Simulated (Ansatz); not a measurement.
Nb4N3:
```
Nb4N3
1.0
   -2.18100     2.18100     4.28992
    2.18100    -2.18100     4.28992
    2.18100     2.18100    -4.28992
Nb N
4 3
Cartesian
  2.18100   0.00000   0.00000
  0.00000   2.18100   0.00000
  0.00000   0.00000   6.40852
  0.00000   0.00000   2.17132
  2.18100   0.00000   2.14496
  0.00000   2.18100   2.14496
  0.00000   0.00000   0.00000
```

Relaxed with PBEsol. Special points in fractions of this cell's reciprocal vectors: Γ (0.000, 0.000, 0.000); X (0.000, 0.000, 0.500); P (0.250, 0.250, 0.250); N (0.000, 0.500, 0.000); M (0.500, 0.500, -0.500); S (0.315, 0.685, -0.315); S0 (-0.315, 0.315, 0.315); R (-0.129, 0.129, 0.500); G (0.500, 0.500, -0.129).

Task: List the band energies nearest the Fermi level at these points for PBEsol (plane waves, PAW; program Ansatz).

Result: In eV from the Fermi level; about four levels below and three above (degenerate sets whole), none deeper than 8.9 eV; points with the same levels are listed once.

```
k                          below                above
-  -----------------------------  -------------------
Γ  -1.30 -1.30 -1.05 -0.45 -0.45  0.55 0.86 0.93 0.93
X        -1.94 -1.63 -1.33 -0.98       0.88 1.05 1.32
P        -1.72 -1.53 -1.53 -0.82       1.50 1.50 1.59
N        -1.22 -1.15 -0.28 -0.20       0.61 1.11 1.14
M  -3.70 -3.70 -3.53 -3.49 -2.65       0.94 0.94 1.05
S         -1.64 -1.29 -0.48 0.00       0.71 1.67 1.70
R        -2.00 -1.25 -0.82 -0.44       0.85 1.05 1.94
```

Space group I4/mmm. The first step of the workflow began from a Materials Project structure, measured or hypothetical; the Crystallography Open Database copy checked does not list it. Whether it is the stable phase at ambient conditions was not checked. Symmetry was held in the PBEsol relaxation; of distortions, only those at the zone centre were tested. The run is not spin-polarised. With an odd number of electrons in the cell and no spin polarisation, the count alone makes it a metal. Scalar-relativistic: spin–orbit coupling is off unless named, which matters more the heavier the elements.

Potentials: the later of the program's two PAW sets.
